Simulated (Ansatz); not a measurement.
SiSnO3 (P4mm), relaxed with r²SCAN (Ansatz, an electronic-structure program, plane waves, PAW): a = 3.4654 Å, b = 3.4654 Å, c = 4.7343 Å, α = 90.00°, β = 90.00°, γ = 90.00°.

| Item | Result |
|---|---|
| gap (eV) | 1.31 |
| ΔH_f (eV/atom) | -1.94 |
| B₀ by P(V) fit (GPa) | 101 |
| electron conductivity mass (mₑ) | 0.47 |

Q: The same phase is relaxed and computed with PBEsol in the same code. What are the cell and these values now?

A: a = 3.4654 Å, b = 3.4654 Å, c = 4.6916 Å, α = 90.00°, β = 90.00°, γ = 90.00°.

* **gap (eV)**: 0.71
* **ΔH_f (eV/atom)**: -1.90
* **B₀ by P(V) fit (GPa)**: 94.7
* **electron conductivity mass (mₑ)**: 0.46

Constructed cells (a structure type filled with these elements, in neither database checked): SiSnO3, P4mm (Si on 1b, Sn on 1a, O on 1b, O on 2c). All cells were relaxed under the symmetry of their starts (and spin orders); stability against distortions was not tested throughout. Scalar-relativistic: spin–orbit coupling is off unless named, which matters more the heavier the elements.

Potentials: the later of the program's two PAW sets.

Ansatz is a plane-wave DFT program.

Formation energies count from the lowest solids of the elements computed at the same level, not from gases.
